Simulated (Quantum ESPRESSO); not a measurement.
## One change at a time to Ag2HfScSn2Zr2

Calculated results; nothing here was measured. They come from Quantum ESPRESSO 7.5, a public plane-wave density functional program. Each row is one single-point run on a made-up periodic cell of eight metal atoms, with elements, volume, strain and displacements drawn at random and not relaxed, so a cell may be unstable or far from any real phase. There is no spin polarisation or spin-orbit coupling.

Settings: PBE unless stated; PseudoDojo standard norm-conserving files; Fermi-Dirac width 0.25 eV, which means electrons at about 2900 K; cutoff 1116 eV; 5 x 5 x 4 k mesh shifted half a step off Gamma. E is the free energy of the whole cell (internal energy minus TS), so a -TS column is already part of it. Stress is positive in tension, and the pressure P is minus a third of its trace.

Checks: one run of this series was repeated at a higher cutoff and on a denser mesh, which moved values by no more than 0.002 eV, 0.14 GPa and 0.008 eV/Å, and a second program with other atomic files agreed on it to 2 % rms in force and 0.5 GPa in pressure. Known limits: the tin pseudopotential is less sure than most, with forces differing by about three percent from a second method on plain tin; heavy elements are run without spin-orbit coupling, which real alloys of them have; a spin test at this wide smearing found no moment, but such smearing suppresses magnetism that the real alloy may have.

The lattice is hexagonal close-packed, and the cell vectors in Å are (3.277, -0.027, 5.252); (3.168, -0.031, -5.182); (-3.273, 5.654, -0.033), a volume of 189.12 Å³ in run 1. The elements on sites 1 to 8 are Sn Sn Sc Zr Hf Zr Ag Ag. Each later run makes one change to run 1 and keeps the rest. E is counted from run 1, and is n/a where other atomic files have another zero of energy.

```
run                           change  V (Å³)  P (GPa)  -TS (eV)  rms force (eV/Å)  largest change of a force component (eV/Å)  E (eV)
  1                             none  189.12    -5.89    -1.325             0.369                                       0.000   0.000
  2          sites 4 and 5 exchanged  189.12    -5.93    -1.312             0.374                                       0.129  -0.027
  3    all lengths scaled by +0.83 %  193.87    -7.27    -1.360             0.326                                       0.109       ?
  4              LDA in place of PBE  189.12   -12.06    -1.347             0.295                                       0.162     n/a
  5                     Mo on site 8  189.12    -8.59    -1.694             0.453                                       0.769     n/a
  6  site 2 moved by -0.18 Å along z  189.12    -5.74    -1.331             0.423                                       0.531   0.071
```

## Worked estimate

Along a uniform scaling dE = -P dV. The mean of the two pressures is -6.580 GPa and the volume changes by 4.75 Å³, with 160.2 GPa to one eV/Å³. The same two rows give -V dP/dV = 56 GPa for this cell with clamped atoms, which is not the bulk modulus of a real alloy.

## Withheld value

Question: what E should run 3 give?

The estimate is 0.195 eV. The calculation gave 0.194 eV.
